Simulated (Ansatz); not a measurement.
## Thickness series of a surface: fcc Ag (110)

All-electron LAPW in Ansatz 0.2.0 under PBEsol, scalar-relativistic, energies extrapolated to zero smearing, no spin–orbit coupling, no spin polarisation. The 1×1 slabs (area 11.62 Å²) are cut from the bulk relaxed on PAW files, and their atoms are relaxed; γ counts from the bulk energy, Δd12 is the change of the outer spacing. No reconstruction is allowed, and meshes differ a little between slabs.

```
planes  γ (J/m²)  Φ (eV)  Δd12 (%)
     3     1.201    4.38      -3.9
     4     1.204    4.26         ?
     5     1.193    4.34         ?
```

Question: Give the missing entry: row "5", column "Δd12 (%)".

Answer: -7.9.

Question: Give the missing entry: row "4", column "Δd12 (%)".

Answer: -11.4.

Question: How far have the values settled with thickness?

Answer: Between 4 and 5 planes γ moves by -0.9 % and Φ by +0.09 eV. Thin films carry quantum-size oscillations, so two neighbours that agree don't prove convergence.
